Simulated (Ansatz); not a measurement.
K$_{2}$Sb$_{4}$Rh single point

The input, for Ansatz 0.2.0 (plane waves, PAW):

```yaml
crystal:
  lattice:
    - [0.0, 4.62775287, 0.0]
    - [4.62775287, 0.0, 0.0]
    - [2.31387643, 2.31387643, -7.54647746]
  atoms:
    - { symbol: K, position: [0.35377, 0.35377, 0.29246] }
    - { symbol: K, position: [0.64623, 0.64623, 0.70754] }
    - { symbol: Rh, position: [0.0, 0.0, 0.0] }
    - { symbol: Sb, position: [0.5, 0.0, 0.0] }
    - { symbol: Sb, position: [0.0, 0.5, 0.0] }
    - { symbol: Sb, position: [0.15331, 0.15331, 0.69338] }
    - { symbol: Sb, position: [0.84669, 0.84669, 0.30662] }
  symmetry: { tolerance: 0.0003 }
kpoints:
  mp_grid: { grid: [8, 8, 8], shift: [0, 0, 0] }
  band_path:
    path:
      - [0.0, 0.0, 0.0]
      - [0.5, 0.5, 0.5]
      - [0.5, 0.5, 0.25]
      - [0.0, 0.5, 0.0]
      - [0.0, 0.0, 0.0]
      - [0.0, 0.0, -0.5]
      - [0.0, 0.45299308, -0.27350346]
      - [0.0, 0.54700692, 0.27350346]
      - [0.0, 0.0, 0.0]
      - [0.5, 0.5, 0.5]
      - [0.45299308, 0.54700692, 0.5]
    npoints: 6
magnetization:
  spin_polarized: false
scf:
  occupations: { method: fermi_dirac, width: 0.0266 }
  lower_state_search: "off"
  max_iter: 200
hamiltonian:
  pseudopotentials: { kind: paw }
  xc: r2scan
basis:
  ecutwfc: 500
  fft_grid_basis: typed
output:
  forces: true
  stress: true
  eigenvalues: true
  bader: true
  populations: true
  elf: true
  write_potential: true
  volumetric_format: npy
  dos:
    e_range: [-12, 8]
    de: 0.05
    projected: { site_lists: { K: [K], Rh: [Rh], Sb: [Sb] } }
checkpoint:
  read: saved_state
```

The run starts from an earlier solution of this cell. 

Output (shortened):

```
SCF iter   1: F=-35491.1561 eV  Δρ=2.77e-3  dr2=3.39e-2  dr2_τ=5.60e-3
SCF iter   2: F=-35491.1827 eV  Δρ=8.66e-4  dr2=1.37e-3  dr2_τ=2.56e-4
SCF iter   3: F=-35491.1824 eV  Δρ=5.78e-4  dr2=1.12e-3  dr2_τ=3.76e-5
SCF iter   4: F=-35491.1832 eV  Δρ=9.49e-5  dr2=1.59e-5  dr2_τ=1.50e-6
SCF iter   5: F=-35491.1832 eV  Δρ=2.96e-5  dr2=8.84e-7  dr2_τ=1.69e-7
SCF iter   6: F=-35491.1832 eV  Δρ=7.32e-6  dr2=1.06e-7  dr2_τ=6.01e-9
SCF iter   7: F=-35491.1832 eV  Δρ=2.18e-6  dr2=6.78e-9  dr2_τ=6.25e-10
Free energy (F): -35491.1832 eV
Harris-Foulkes:  -35491.1832 eV  (|F-HF|=2.05e-9)
Internal energy: -35491.1737 eV  (E = F + TS)
E sigma→0 (E₀):  -35491.1785 eV
Entropy (-TS):   -0.0095 eV (-1.361 meV/atom)
Fermi energy:    11.9431 eV
--- Per-component energies (eV) ---
  E_band       = -986.6447
  E_kinetic    = 1954.9293
  E_local      = -11982.9617  (includes V_loc(G=0)·N_el)
  E_nonlocal   = 1845.3446
  E_hartree    = 5304.3596
  E_xc         = -1009.1652
  E_vxc        = -1119.5050  (∫ρ·V_xc dr)
  E_paw        = -23596.2679  (= ΣΔE_a)
  E_vpaw       = -2365.1614  (= ΣTr[D̂ρ^β])
  E_aug_tail   = 0.0006  (compensation charges beyond the density's cutoff)
  E_vtau       = 71.9846  (kinetic-family band-sum trace: ∫τ·v_τ [+ j·A + Jᵃ·Aᵃ] dr)
  E_ewald      = -8008.6749
  E_core_change = 1.2618  (= ΣΔE_core)
  E_smearing   = -0.0095  (= −TS)
--- Forces (eV/Å), atoms counted from 1 ---
  atom   1  K      0.0000     0.0000    -0.5597
  atom   2  K      0.0000     0.0000     0.5597
  atom   3  Rh     0.0000     0.0000     0.0000
  atom   4  Sb     0.0000     0.0000     0.0000
  atom   5  Sb     0.0000     0.0000     0.0000
  atom   6  Sb     0.0000     0.0000     5.2095
  atom   7  Sb     0.0000     0.0000    -5.2095
--- Stress (GPa, compression-positive) ---
       32.2456       0.0000       0.0000
        0.0000      32.2456       0.0000
        0.0000       0.0000      40.1792
  P = ⅓ Tr σ = 34.8901 GPa (348.901 kbar)
--- Löwdin populations: 7 sites ---
  site symbol       q [e]
     0      K      8.2987
     1      K      8.2987
     2     Rh     17.2105
     3     Sb     14.9679
     4     Sb     14.9679
     5     Sb     15.3727
     6     Sb     15.3727
  spilling = 0.0054 (of n_electrons = 95.0000)
--- Bader charges: 7 sites ---
  site symbol  charge [e]  shift [e]
     0      K      0.6370     0.0000
     1      K      0.6370     0.0000
     2     Rh     -1.0364     0.0108
     3     Sb      0.1755     0.0035
     4     Sb      0.1755     0.0035
     5     Sb     -0.2944     0.0019
     6     Sb     -0.2943     0.0019
```

Origin: a known structure type with other elements, at an estimated volume, so it need not be a known compound. Caveats: atoms or cell far from equilibrium.
